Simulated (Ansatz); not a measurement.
AgI:
```xyz
2
Lattice="0.0000 2.9499 2.9499 2.9499 0.0000 2.9499 2.9499 2.9499 0.0000" Properties=species:S:1:pos:R:3 pbc="T T T"
Ag     0.0000     0.0000     0.0000
I      2.9499     2.9499     2.9499
```

Relaxed with LDA.

Question: Which orbitals make up the states near the band edges in LDA (plane waves, PAW; program Ansatz)?

Answer: Top 1 eV of the valence band: I 5p 68 %, Ag 4d 29 %. Bottom 1 eV of the conduction band: Ag 5s 79 %, I 5p 10 %, outside the projected shells 7 %. Projections are on Löwdin-orthogonalised atomic valence shells; empty p or d shells of many metals are not among them.

Question: Tabulate the density of states.

Answer: States/eV per cell of 2 atoms, in 0.25 eV bins, energy from the valence-band maximum.

```
E (eV)  total  Ag 4d  I 5p  Ag 5s
------  -----  -----  ----  -----
-7.85    0.00   0.00  0.00   0.00
-7.60    0.00   0.00  0.00   0.00
-7.35    0.00   0.00  0.00   0.00
-7.10    0.00   0.00  0.00   0.00
-6.85    0.00   0.00  0.00   0.00
-6.60    0.00   0.00  0.00   0.00
-6.35    0.00   0.00  0.00   0.00
-6.10    0.01   0.00  0.00   0.00
-5.85    0.46   0.08  0.28   0.10
-5.60    1.20   0.26  0.70   0.23
-5.35    2.50   0.68  1.42   0.37
-5.10    2.09   0.63  1.22   0.22
-4.85    3.25   1.73  1.42   0.07
-4.60    6.89   4.09  2.70   0.04
-4.35    3.93   2.65  1.22   0.02
-4.10    2.76   2.18  0.54   0.01
-3.85    1.22   1.10  0.11   0.00
-3.60    9.36   9.08  0.20   0.01
-3.35    6.32   6.17  0.10   0.01
-3.10    5.17   3.98  0.81   0.33
-2.85    3.00   1.78  0.89   0.24
-2.60    1.67   0.77  0.74   0.09
-2.35    1.65   0.66  0.86   0.08
-2.10    1.74   0.62  1.00   0.07
-1.85    1.78   0.56  1.12   0.05
-1.60    1.80   0.49  1.22   0.04
-1.35    1.49   0.43  0.98   0.03
-1.10    1.38   0.40  0.91   0.02
-0.85    1.30   0.38  0.87   0.02
-0.60    1.23   0.35  0.83   0.01
-0.35    1.28   0.37  0.88   0.00
-0.10    0.50   0.15  0.35   0.00
0.15     0.00   0.00  0.00   0.00
0.40     0.05   0.00  0.00   0.04
0.65     0.10   0.00  0.01   0.09
0.90     0.15   0.00  0.02   0.11
1.15     0.19   0.00  0.03   0.14
1.40     0.25   0.00  0.04   0.17
1.65     0.31   0.00  0.05   0.20
1.90     0.37   0.00  0.07   0.23
2.15     0.44   0.01  0.09   0.26
2.40     0.54   0.01  0.11   0.30
2.65     0.67   0.01  0.15   0.36
2.90     0.93   0.02  0.22   0.48
3.15     1.39   0.02  0.29   0.61
3.40     1.38   0.02  0.21   0.46
3.65     0.93   0.01  0.14   0.29
3.90     0.30   0.00  0.04   0.09
4.15     0.22   0.00  0.02   0.04
4.40     0.66   0.00  0.06   0.10
4.65     1.01   0.01  0.08   0.14
4.90     0.99   0.00  0.06   0.10
```

Space group Fm-3m (rock salt). This is a known high-pressure phase of the composition, computed here at zero pressure and temperature. The cell was relaxed with LDA under the symmetry of its start; phonons on a q-mesh show weakly imaginary modes. The run is not spin-polarised. Spin–orbit coupling is left out wherever it is not named.

Potentials: the later of the program's two PAW sets.
